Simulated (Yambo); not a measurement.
```
KBr
1.0
    0.00000     3.27433     3.27433
    3.27433     0.00000     3.27433
    3.27433     3.27433     0.00000
K Br
1 1
Cartesian
  0.00000   0.00000   0.00000
  3.27433   3.27433   3.27433
```

KBr (rock salt, space group Fm-3m, No. 225): mean Im ε in 1 eV windows above the direct gap of 6.96 eV, for different electron-hole kernels (Yambo, broadening 0.15 eV, PBEsol (pw.x of Quantum ESPRESSO, ONCV potentials, scalar-relativistic) bands; 6×6×6 mesh, 3 valence and 7 conduction bands, static screening with 32 bands and a 4 Ry block, scissor 2.62 eV, Tamm-Dancoff; field along x).

```
window (eV)   independent quasiparticles  BSE
------------  --------------------------  ---
7.0 to 8.0                           0.7  3.3
8.0 to 9.0                           1.6  1.6
9.0 to 10.0                          3.7  3.1
10.0 to 11.0                         2.8  3.3
11.0 to 12.0                         3.4  1.2
12.0 to 13.0                         3.2  0.6
```

This run doesn't resolve bound excitons or single peaks, so only averages are given, and they too depend on the mesh; weight that the attraction moves below the gap isn't listed. All transitions below 14.21 eV are in the band window. The scissor comes from a G0W0 run whose convergence isn't established.

Spin-orbit splittings are left out.

Geometry relaxed with PBEsol.
